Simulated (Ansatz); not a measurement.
Ansatz input file:

```yaml
crystal:
  lattice:
    - [2.7300657465, 0.0, 0.0]
    - [-1.3650328733, 2.3643062905, 0.0]
    - [0.0, 0.0, 16.936194994]
  atoms:
    - { symbol: Mo, position: [0.0, 0.0, 0.0] }
    - { symbol: Mo, position: [0.3333333333, 0.6666666667, 0.1428571429] }
    - { symbol: Mo, position: [0.0, 0.0, 0.2857142857] }
    - { symbol: Mo, position: [0.3333333333, 0.6666666667, 0.4285714286] }
    - { symbol: Mo, position: [0.0, 0.0, 0.5714285714] }
    - { symbol: Mo, position: [0.6666666667, 0.3333333333, 0.7142857143] }
    - { symbol: Mo, position: [0.3333333333, 0.6666666667, 0.8571428571] }
basis:
  ecutwfc: 420
kpoints:
  mp_grid: { grid: [18, 18, 3] }
hamiltonian:
  xc: pbesol
scf:
  occupations: { method: gaussian, width: 0.1 }
output:
  forces: true
  stress: true
  eigenvalues: true
  populations: true
relax:
  adjacent_minimum: "off"
  f_tol: 0.01
  max_steps: 45
  cell: { stress_tol: 0.05 }
```

Launched with
```bash
ansatz run input.yaml --threads 1 --pin off --max-ram 2560MiB --backend cpu --events-out ev --progress --plain --runs-dir out
```

Level of theory: Ansatz, DFT PBEsol, scalar-relativistic, plane waves, PAW.

Abridged output (iterations and final results):

```
SCF iter   1: F=—  HF=-34279.231891 eV  |F-HF|=—  |Δ(HF+E_count)|=         —  Δρ=6.98e-3  dr2=1.01e0  ethr=1.77e-3  ⟨swp⟩=4.4  Hψ=19295  notcnv=0
SCF iter   2: F=—  HF=-34279.224985 eV  |F-HF|=—  |Δ(HF+E_count)|=   6.91e-3  Δρ=3.86e-3  dr2=2.96e-1  ethr=1.03e-3  ⟨swp⟩=1.0  Hψ=6868  notcnv=0  defer=1
SCF iter   3: F=—  HF=-34279.221239 eV  |F-HF|=—  |Δ(HF+E_count)|=   3.75e-3  Δρ=4.70e-4  dr2=4.31e-4  ethr=3.02e-4  ⟨swp⟩=1.0  Hψ=5696  notcnv=0  defer=1
SCF iter   4: F=—  HF=-34279.221200 eV  |F-HF|=—  |Δ(HF+E_count)|=   3.92e-5  Δρ=9.04e-5  dr2=2.09e-5  ethr=4.40e-7  ⟨swp⟩=2.4  Hψ=7974  notcnv=0  defer=1
SCF iter   5: F=—  HF=-34279.221207 eV  |F-HF|=—  |Δ(HF+E_count)|=   7.09e-6  Δρ=1.66e-5  dr2=8.09e-7  ethr=2.13e-8  ⟨swp⟩=1.3  Hψ=5954  notcnv=0  defer=1
SCF iter   6: F=-34279.221207 eV  HF=-34279.221207 eV  |F-HF|=2.04e-8  |Δ(HF+E_count)|=   7.79e-8  Δρ=3.20e-6  dr2=2.67e-8  ethr=1.02e-10  ⟨swp⟩=7.9  Hψ=21342  notcnv=0
SCF 1 converged in 6 iterations: F = -34279.221207 eV  dr2 = 2.67e-8
relax step   1: F+E_penalty+E_count = -34279.22120684 eV  Δ(F+E_penalty+E_count) = +0.000e0 eV  max|allowed force component| = 6.766e-2 eV/Å  Δτ_max = 0.0000 Å  P = -0.045 GPa  Ω = 109.318 Å³  (6 SCF iters, dr2 threshold 1.00e-7 eV, accepted)
Crystal: 7 atoms, lattice volume = 108.696 Å³
Basis set: ecut = 420 eV, 2137 PW (Γ), exchange–correlation on 40×40×240 points (8 copies of the dense FFT grid, shifted against one another)
Initial density: handed on by an earlier stage of this run
Initial wavefunctions: those handed on with the density
SCF iter   1: F=—  HF=-34279.250587 eV  |F-HF|=—  |Δ(HF+E_count)|=         —  Δρ=9.87e-3  dr2=2.01e0  ethr=2.00e-3  ⟨swp⟩=1.0  Hψ=26784  notcnv=0
SCF iter   2: F=—  HF=-34279.230997 eV  |F-HF|=—  |Δ(HF+E_count)|=   1.96e-2  Δρ=5.27e-3  dr2=5.92e-1  ethr=2.00e-3  ⟨swp⟩=1.0  Hψ=5959  notcnv=0
SCF iter   3: F=—  HF=-34279.222227 eV  |F-HF|=—  |Δ(HF+E_count)|=   8.77e-3  Δρ=5.48e-4  dr2=1.23e-3  ethr=6.04e-4  ⟨swp⟩=1.0  Hψ=5959  notcnv=0
SCF iter   4: F=—  HF=-34279.222146 eV  |F-HF|=—  |Δ(HF+E_count)|=   8.09e-5  Δρ=9.99e-5  dr2=9.37e-6  ethr=1.25e-6  ⟨swp⟩=1.2  Hψ=6092  notcnv=0
SCF iter   5: F=—  HF=-34279.222147 eV  |F-HF|=—  |Δ(HF+E_count)|=   1.04e-6  Δρ=2.08e-5  dr2=7.57e-7  ethr=9.56e-9  ⟨swp⟩=2.1  Hψ=8193  notcnv=0
SCF iter   6: F=-34279.222147 eV  HF=-34279.222147 eV  |F-HF|=2.44e-8  |Δ(HF+E_count)|=   9.98e-8  Δρ=5.36e-6  dr2=4.09e-8  ethr=7.14e-10  ⟨swp⟩=9.2  Hψ=20678  notcnv=0
the search or the solves at the SCF's close seem to have found levels that the self-consistency loop had missed (the run counts 2). By its estimate they hold under 1e-12 electrons; where the run keeps them, the occupations were computed again with them
SCF 2 converged in 6 iterations: F = -34279.222147 eV  dr2 = 4.09e-8
relax step   2: F+E_penalty+E_count = -34279.22214727 eV  Δ(F+E_penalty+E_count) = -9.404e-4 eV  max|allowed force component| = 1.200e-1 eV/Å  Δτ_max = 0.0390 Å  P = +0.977 GPa  Ω = 108.696 Å³  energy of the carried Pulay correction = +9.943e-5 eV  (6 SCF iters, dr2 threshold 7.00e-7 eV, accepted)
Crystal: 7 atoms, lattice volume = 109.205 Å³
Basis set: ecut = 420 eV, 2139 PW (Γ), exchange–correlation on 40×40×240 points (8 copies of the dense FFT grid, shifted against one another)
SCF iter   1: F=—  HF=-34279.237388 eV  |F-HF|=—  |Δ(HF+E_count)|=         —  Δρ=5.33e-3  dr2=6.31e-1  ethr=6.58e-4  ⟨swp⟩=1.0  Hψ=21081  notcnv=0
SCF iter   2: F=—  HF=-34279.231571 eV  |F-HF|=—  |Δ(HF+E_count)|=   5.82e-3  Δρ=2.89e-3  dr2=1.86e-1  ethr=6.44e-4  ⟨swp⟩=1.0  Hψ=5959  notcnv=0
SCF iter   3: F=—  HF=-34279.228872 eV  |F-HF|=—  |Δ(HF+E_count)|=   2.70e-3  Δρ=3.04e-4  dr2=3.35e-4  ethr=1.90e-4  ⟨swp⟩=1.0  Hψ=5959  notcnv=0
SCF iter   4: F=—  HF=-34279.228865 eV  |F-HF|=—  |Δ(HF+E_count)|=   7.14e-6  Δρ=5.09e-5  dr2=1.94e-6  ethr=3.42e-7  ⟨swp⟩=1.9  Hψ=7033  notcnv=0
SCF iter   5: F=-34279.228865 eV  HF=-34279.228865 eV  |F-HF|=9.06e-8  |Δ(HF+E_count)|=   3.45e-7  Δρ=1.22e-5  dr2=1.64e-7  ethr=1.98e-9  ⟨swp⟩=2.9  Hψ=11903  notcnv=0
SCF iter   6: F=-34279.228865 eV  HF=-34279.228865 eV  |F-HF|=5.06e-9  |Δ(HF+E_count)|=   2.36e-8  Δρ=2.35e-6  dr2=8.44e-9  ethr=1.67e-10  ⟨swp⟩=5.9  Hψ=19339  notcnv=0
SCF 3 converged in 6 iterations: F = -34279.228865 eV  dr2 = 8.44e-9
relax step   3: F+E_penalty+E_count = -34279.22886502 eV  Δ(F+E_penalty+E_count) = -6.718e-3 eV  max|allowed force component| = 2.788e-2 eV/Å  Δτ_max = 0.0224 Å  P = -0.194 GPa  Ω = 109.205 Å³  energy of the carried Pulay correction = +1.810e-5 eV  (6 SCF iters, dr2 threshold 7.00e-7 eV, accepted)
Crystal: 7 atoms, lattice volume = 109.145 Å³
SCF iter   1: F=—  HF=-34279.229293 eV  |F-HF|=—  |Δ(HF+E_count)|=         —  Δρ=7.23e-4  dr2=9.57e-3  ethr=9.83e-6  ⟨swp⟩=1.0  Hψ=20401  notcnv=0
SCF iter   2: F=—  HF=-34279.229229 eV  |F-HF|=—  |Δ(HF+E_count)|=   6.31e-5  Δρ=4.03e-4  dr2=2.83e-3  ethr=9.76e-6  ⟨swp⟩=1.0  Hψ=5959  notcnv=0
SCF iter   3: F=—  HF=-34279.229181 eV  |F-HF|=—  |Δ(HF+E_count)|=   4.89e-5  Δρ=4.93e-5  dr2=2.72e-6  ethr=2.89e-6  ⟨swp⟩=1.0  Hψ=5959  notcnv=0
SCF iter   4: F=—  HF=-34279.229181 eV  |F-HF|=—  |Δ(HF+E_count)|=   2.36e-8  Δρ=1.06e-5  dr2=2.45e-7  ethr=2.78e-9  ⟨swp⟩=2.1  Hψ=8063  notcnv=0
SCF iter   5: F=-34279.229181 eV  HF=-34279.229181 eV  |F-HF|=3.49e-9  |Δ(HF+E_count)|=   1.69e-8  Δρ=2.43e-6  dr2=6.66e-9  ethr=2.50e-10  ⟨swp⟩=1.1  Hψ=5973  notcnv=0
SCF iter   6: F=-34279.229181 eV  HF=-34279.229181 eV  |F-HF|=2.91e-10  |Δ(HF+E_count)|=  9.53e-10  Δρ=4.56e-7  dr2=4.17e-10  ethr=6.80e-12  ⟨swp⟩=2.8  Hψ=15424  notcnv=0
SCF 4 converged in 6 iterations: F = -34279.229181 eV  dr2 = 4.17e-10
relax step   4: F+E_penalty+E_count = -34279.22918057 eV  Δ(F+E_penalty+E_count) = -3.156e-4 eV  max|allowed force component| = 7.678e-3 eV/Å  Δτ_max = 0.0025 Å  P = +0.003 GPa  Ω = 109.145 Å³  energy of the carried Pulay correction = +2.768e-5 eV  (6 SCF iters, dr2 threshold 2.82e-7 eV, accepted)
Crystal: 7 atoms, lattice volume = 109.151 Å³
SCF iter   1: F=—  HF=-34279.229207 eV  |F-HF|=—  |Δ(HF+E_count)|=         —  Δρ=2.12e-4  dr2=9.75e-4  ethr=1.00e-6  ⟨swp⟩=1.0  Hψ=20399  notcnv=0
SCF iter   2: F=—  HF=-34279.229201 eV  |F-HF|=—  |Δ(HF+E_count)|=   6.01e-6  Δρ=1.17e-4  dr2=2.89e-4  ethr=9.95e-7  ⟨swp⟩=1.0  Hψ=5959  notcnv=0
SCF iter   3: F=—  HF=-34279.229197 eV  |F-HF|=—  |Δ(HF+E_count)|=   3.93e-6  Δρ=1.29e-5  dr2=3.10e-7  ethr=2.95e-7  ⟨swp⟩=1.0  Hψ=5959  notcnv=0
SCF iter   4: F=—  HF=-34279.229194 eV  |F-HF|=—  |Δ(HF+E_count)|=   2.57e-6  Δρ=2.45e-6  dr2=9.93e-9  ethr=3.16e-10  ⟨swp⟩=2.5  Hψ=8907  notcnv=0
SCF iter   5: F=-34279.229194 eV  HF=-34279.229194 eV  |F-HF|=1.89e-10  |Δ(HF+E_count)|=  6.84e-10  Δρ=6.10e-7  dr2=3.83e-10  ethr=1.01e-11  ⟨swp⟩=1.6  Hψ=6781  notcnv=0
SCF iter   6: F=-34279.229194 eV  HF=-34279.229194 eV  |F-HF|=1.46e-11  |Δ(HF+E_count)|=  5.82e-11  Δρ=1.11e-7  dr2=2.04e-11  ethr=1.00e-12  ⟨swp⟩=2.2  Hψ=15992  notcnv=0
SCF 5 converged in 6 iterations: F = -34279.229194 eV  dr2 = 2.04e-11
relax step   5: F+E_penalty+E_count = -34279.22919419 eV  Δ(F+E_penalty+E_count) = -1.362e-5 eV  max|allowed force component| = 7.751e-4 eV/Å  Δτ_max = 0.0010 Å  P = +0.000 GPa  Ω = 109.151 Å³  energy of the carried Pulay correction = +2.671e-5 eV  (6 SCF iters, dr2 threshold 6.27e-9 eV, accepted)
Initial wavefunctions: pseudopotential atomic-orbital guess (no wavefunctions were taken with the density)
SCF iter   1: F=—  HF=-34279.229166 eV  |F-HF|=—  |Δ(HF+E_count)|=         —  Δρ=3.09e-5  dr2=5.05e-8  ethr=1.51e-8  ⟨swp⟩=3.9  Hψ=37309  notcnv=0
SCF iter   2: F=—  HF=-34279.229164 eV  |F-HF|=—  |Δ(HF+E_count)|=   1.37e-6  Δρ=1.58e-5  dr2=1.26e-8  ethr=5.15e-11  ⟨swp⟩=2.2  Hψ=9259  notcnv=0
SCF iter   3: F=-34279.229164 eV  HF=-34279.229164 eV  |F-HF|=1.46e-11  |Δ(HF+E_count)|=   2.36e-8  Δρ=5.48e-7  dr2=6.34e-11  ethr=1.28e-11  ⟨swp⟩=2.2  Hψ=10933  notcnv=0
SCF iter   4: F=-34279.229164 eV  HF=-34279.229164 eV  |F-HF|=7.28e-12  |Δ(HF+E_count)|=  4.37e-11  Δρ=4.91e-8  dr2=9.70e-13  ethr=1.00e-12  ⟨swp⟩=1.0  Hψ=5959  notcnv=0
SCF iter   5: F=-34279.229164 eV  HF=-34279.229164 eV  |F-HF|=0.00e0  |Δ(HF+E_count)|=  1.46e-11  Δρ=1.37e-8  dr2=5.85e-14  ethr=1.00e-12  ⟨swp⟩=1.0  Hψ=5959  notcnv=0
SCF iter   6: F=-34279.229164 eV  HF=-34279.229164 eV  |F-HF|=7.28e-12  |Δ(HF+E_count)|=    0.00e0  Δρ=2.38e-9  dr2=7.14e-15  ethr=1.00e-12  ⟨swp⟩=1.0  Hψ=5959  notcnv=0
SCF iter   7: F=-34279.229164 eV  HF=-34279.229164 eV  |F-HF|=7.28e-12  |Δ(HF+E_count)|=    0.00e0  Δρ=5.19e-10  dr2=3.23e-16  ethr=1.00e-12  ⟨swp⟩=1.1  Hψ=12434  notcnv=0
SCF 6 converged in 7 iterations: F = -34279.229164 eV  dr2 = 3.23e-16
SCF converged after 7 iterations
Free energy (F): -34279.229164 eV
Harris-Foulkes:  -34279.229164 eV  (|F-HF|=7.28e-12)
Internal energy: -34279.186849 eV  (E = F + TS)
E sigma→0 (E₀):  -34279.208006 eV
Entropy (-TS):   -0.042316 eV (-6.045 meV/atom)
Fermi energy:    20.689793 eV
--- Per-component energies (eV) ---
  E_band       = -377.056521
  E_kinetic    = 3092.585717
  E_local      = -5519.364701  (includes V_loc(G=0)·N_el)
  E_nonlocal   = 1016.481188
  E_hartree    = 1825.643630
  E_xc         = -1277.288389
  E_vxc        = -1599.956164  (∫ρ·V_xc dr)
  E_paw        = -22008.115188  (= ΣΔE_a)
  E_vpaw       = -1018.090095  (= ΣTr[D̂ρ^β])
  E_aug_tail   = 0.000272  (compensation charges beyond the density's cutoff)
  E_ewald      = -11410.594474
  E_core_change = 1.465095  (= ΣΔE_core)
  E_smearing   = -0.042316  (= −TS)
--- Forces (eV/Å), atoms counted from 1 ---
  atom   1  Mo     0.00000000     0.00000000    -0.00034669
  atom   2  Mo     0.00000000     0.00000000     0.00026660
  atom   3  Mo     0.00000000     0.00000000    -0.00026660
  atom   4  Mo     0.00000000     0.00000000     0.00034669
  atom   5  Mo     0.00000000     0.00000000    -0.00077469
  atom   6  Mo     0.00000000     0.00000000     0.00000000
  atom   7  Mo     0.00000000     0.00000000     0.00077469
--- Stress (GPa, compression-positive) ---
        0.000500       0.000000       0.000000
        0.000000       0.000500       0.000000
        0.000000       0.000000      -0.001390
  P = ⅓ Tr σ = -0.0001 GPa (-0.001 kbar)
--- Band table (eV; the first three rows and the last of 101) ---
  k-point 0: bands = ["-40.0407", "-40.0035", "-39.9874", "-39.9217", "-39.9136", "-39.8649", "-39.8258", "-14.6336", "-14.6245", "-14.2319", "-14.2304", "-13.7157", "-13.7101", "-13.4658", "-13.3717", "-13.3717", "-13.3518", "-13.3518", "-13.3166", "-13.3166", "-13.3068", "-13.3068", "-13.2694", "-13.2694", "-13.2563", "-13.2563", "-13.2152", "-13.2152", "13.7629", "14.4893", "14.4969", "15.7377", "15.7402", "15.8831", "15.8972", "18.7999", "18.8189", "19.0834", "19.0968", "19.1145", "19.8908", "19.8908", "19.9743", "19.9743", "20.0599", "20.0599", "20.0646", "20.0646", "20.2510", "20.2510", "20.3488", "20.3488", "20.4562", "20.4562", "21.0028", "21.0864", "22.3039", "22.3039", "22.6588"]
  k-point 1: bands = ["-40.0392", "-40.0125", "-39.9710", "-39.9449", "-39.8931", "-39.8720", "-39.8249", "-14.6796", "-14.5318", "-14.3956", "-14.0520", "-13.8735", "-13.5882", "-13.4911", "-13.3723", "-13.3723", "-13.3490", "-13.3490", "-13.3256", "-13.3256", "-13.2947", "-13.2947", "-13.2781", "-13.2781", "-13.2527", "-13.2527", "-13.2154", "-13.2154", "13.8502", "14.1036", "14.9621", "15.4153", "15.8650", "15.8884", "15.9139", "18.7290", "18.7940", "18.9273", "19.0632", "19.6659", "19.9039", "19.9039", "19.9695", "19.9695", "19.9906", "19.9906", "20.1575", "20.1575", "20.2566", "20.2566", "20.2863", "20.2863", "20.3753", "20.4823", "20.4823", "21.4629", "22.2754", "22.2754", "22.6531"]
  k-point 2: bands = ["-40.0331", "-39.9963", "-39.9801", "-39.9155", "-39.9075", "-39.8594", "-39.8204", "-14.6208", "-14.6115", "-14.2270", "-14.2255", "-13.7193", "-13.7139", "-13.4684", "-13.4139", "-13.3927", "-13.3834", "-13.3626", "-13.3584", "-13.3434", "-13.3293", "-13.3141", "-13.3104", "-13.2938", "-13.2792", "-13.2638", "-13.2563", "-13.2229", "13.8847", "14.6041", "14.6117", "15.8610", "15.8648", "16.0025", "16.0190", "18.8032", "18.8266", "18.9686", "18.9789", "19.1264", "19.7445", "19.8904", "19.9639", "19.9742", "19.9956", "20.0798", "20.1584", "20.1706", "20.1764", "20.2714", "20.3362", "20.3460", "20.4525", "20.5604", "20.7322", "20.8907", "22.1699", "22.2273", "22.4551"]
  k-point 100: bands = ["-39.7137", "-39.7137", "-39.7083", "-39.7083", "-39.6657", "-39.6657", "-39.6535", "-14.4125", "-14.4125", "-14.4021", "-14.3557", "-14.3474", "-14.3474", "-14.3135", "-14.3018", "-14.3018", "-14.2158", "-14.1736", "-14.1736", "-14.1684", "-14.1115", "-13.8275", "-13.8275", "-13.7371", "-13.7371", "-13.7074", "-13.6949", "-13.6949", "16.8595", "17.1722", "17.2831", "17.2831", "17.6495", "17.6495", "17.7824", "18.1011", "18.1011", "18.1172", "18.2872", "18.2872", "18.4608", "18.5565", "19.3027", "19.3027", "19.4936", "19.4936", "19.5074", "19.5785", "19.5785", "20.9726", "20.9914", "21.2703", "21.6015", "21.6015", "21.9967", "22.7994", "23.6344", "23.6344", "23.9039"] ...
--- Relaxed structure (5 steps of the walk, 5 accepted, 1 SCFs on fresh bases) ---
  F+E_penalty+E_count = -34279.22916426 eV   max|allowed force component| = 7.747e-4 eV/Å   (the final SCF, on the basis selected at the relaxed cell)
  cell:  # Å, volume = 109.1506 Å³
    - [2.73945494, 0.0, 0.0]
    - [-1.36972747, 2.37243757, 0.0]
    - [0.0, 0.0, 16.79450878]
  atoms:
    - { symbol: Mo, position: [0.0, 0.0, -0.00090769] }
    - { symbol: Mo, position: [0.33333333, 0.66666666, 0.14271543] }
    - { symbol: Mo, position: [0.0, 0.0, 0.28585599] }
    - { symbol: Mo, position: [0.33333333, 0.66666666, 0.42947912] }
    - { symbol: Mo, position: [0.0, 0.0, 0.57232120] }
    - { symbol: Mo, position: [0.66666666, 0.33333333, 0.71428571] }
    - { symbol: Mo, position: [0.33333333, 0.66666666, 0.85625021] }
--- Löwdin populations: 7 sites ---
  site symbol q [e]
     0     Mo     13.9401
     1     Mo     13.9312
     2     Mo     13.9312
     3     Mo     13.9401
     4     Mo     13.9352
     5     Mo     13.9307
     6     Mo     13.9352
  spilling = 0.004656 (of n_electrons = 98.000000)
```

The relaxation met its thresholds.

It took 68 s on 1 thread of AMD EPYC 9R45 96-Core Processor (Zen 5), with other jobs on the host, peak memory 0.76 GiB.